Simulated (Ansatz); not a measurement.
## Two states of RbVF₃

```
Rb F V
1.0
     4.15114    0.00000    0.00000
     0.00000    8.30227    0.00000
     0.00000    0.00000    4.15114
Rb F V
2 6 2
Direct
  0.00000 0.00000 0.00000
  0.00000 0.50000 0.00000
  0.50000 0.25000 0.00000
  0.50000 0.75000 0.00000
  0.00000 0.25000 0.50000
  0.00000 0.75000 0.50000
  0.50000 0.00000 0.50000
  0.50000 0.50000 0.50000
  0.50000 0.25000 0.50000
  0.50000 0.75000 0.50000
```

Level: r2SCAN; 500 eV; 6×3×6 Γ-centred mesh; fermi-dirac occupations (width 0.1 eV); Ansatz 0.2.0, fixed geometry.

State A: V9 up, V10 down (collinear spin). State B: V9 up, V10 up (collinear spin).

Q: Which state is lower, and how do they differ?

A: State A is lower by 3.1 meV an atom at zero smearing.

```json
{"state": "A", "free energy (meV/atom)": "0.0", "largest moment in a small sphere (μB)": "2.26", "net moment (μB/cell)": "0.00", "gap on mesh (eV)": "2.10", "pressure (GPa)": "1.4", "largest force (eV/Å)": "0.00"}
{"state": "B", "free energy (meV/atom)": "3.1", "largest moment in a small sphere (μB)": "2.26", "net moment (μB/cell)": "6.00", "gap on mesh (eV)": "2.06", "pressure (GPa)": "1.6", "largest force (eV/Å)": "0.00"}
```

Origin: a database entry at a rescaled volume. Caveats: an odd or shifted mesh can miss the band edges, so this level's true gap may be smaller.
